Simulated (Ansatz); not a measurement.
ScPt (CsCl type, space group No. 221) under volume change, plane-wave PAW PBEsol (Ansatz code), scaled uniformly.

| V (Å³/atom) | E − E(relaxed) (meV/atom) | P (GPa) |
|---|---|---|
| 15.761 | 77.2 | 17.23 |
| 16.280 | 32.5 | 10.56 |
| 16.800 | 7.7 | 4.87 |
| 17.319 | 0.0 | 0.00 |
| 17.839 | 6.9 | -4.17 |
| 18.359 | (withheld) | (withheld) |
| 18.878 | (withheld) | (withheld) |

Problem. Fill in the missing entries.

Solution. 
- 18.878, E − E(relaxed) (meV/atom): 56.5
- 18.878, P (GPa): -10.75
- 18.359, E − E(relaxed) (meV/atom): 26.4
- 18.359, P (GPa): -7.73

Problem. What does a third-order Birch–Murnaghan fit give for V₀, B₀ and B′?

Solution. V₀ = 17.32 Å³/atom, B₀ = 150 GPa, B′ = 4.2.

Space group Pm-3m (CsCl type). The first step of the workflow began from a Materials Project structure, measured or hypothetical; the Crystallography Open Database files this formula in space group No. 221, but the cells were not matched. Whether it is the stable phase at ambient conditions was not checked. Symmetry was held in the PBEsol relaxation; of distortions, only those at the zone centre were tested. The run is not spin-polarised. Scalar-relativistic: spin–orbit coupling is off unless named, which matters more the heavier the elements.

Potentials: the later of the program's two PAW sets.
